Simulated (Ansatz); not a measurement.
**Hf₂SnTe₆: rattling a relaxed structure**

The structure comes from a generated guess, relaxed at this level; another structure or a mixture of phases may lie lower.

Level of theory: DFT PBE, scalar-relativistic, plane waves, PAW (Ansatz 0.2.0). Cutoff 420 eV; k points 12×12×2 on the computed 9-atom cell (Γ-centred); Gaussian smearing, width 0.10 eV; no spin polarisation.

The cell below (9 atoms, space group P-3m1 (No. 164)) is relaxed within its symmetry.

```
Hf Sn Te
1.0
     4.03667    0.00000    0.00000
    -2.01833    3.49585    0.00000
     0.00000    0.00000   21.75401
Hf Sn Te
2 1 6
Direct
  0.00000 0.00000 0.83502
  0.00000 0.00000 0.16498
  0.00000 0.00000 0.50000
  0.33333 0.66667 0.91526
  0.33333 0.66667 0.24515
  0.33333 0.66667 0.58358
  0.66667 0.33333 0.08474
  0.66667 0.33333 0.41642
  0.66667 0.33333 0.75485
```

For the test it was strained at random (σ = 1.5 % a component), the atoms were moved at random (σ = 0.15 Å), and all was relaxed again on a coarse 6×6×1 mesh (in the run’s order of axes) with 0.20 eV smearing, with no symmetry imposed.

No dispersion correction is applied, so the spacing and binding between layers, chains or molecules are poorly described. Spin–orbit coupling, which can matter for Hf and Te, is left out.

Problem. What happens?

Solution. It returns, within 1 meV/atom of the unmoved cell on that mesh and with the same symmetry when read at 0.1 Å (P1 at 0.01 Å, so small strains and shifts remain). No instability shows in this cell; modes of other wave vectors, which need another repeat, aren't tested.
